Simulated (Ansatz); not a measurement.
CuI (zinc blende) was relaxed and computed twice in Ansatz (plane waves, PAW), once with HSE06 and once with LDA.

```csv
,run 1,run 2
cell,"a = b = c = 6.094 Å, α = β = γ = 90.00°","a = b = c = 5.8618 Å, α = β = γ = 90.00°"
gap (eV),2.60,1.22
```

Question: Which run used which functional?

Answer: Run 1 is HSE06, run 2 is LDA.

All cells were relaxed under the symmetry of their starts (and spin orders); stability against distortions was not tested throughout. Rows with no word on spin ran without spin polarisation. Scalar-relativistic: spin–orbit coupling is off unless named, which matters more the heavier the elements.

Potentials: the later of the program's two PAW sets.

Ansatz (a quantum-chemistry and plane-wave program) is a plane-wave DFT program.
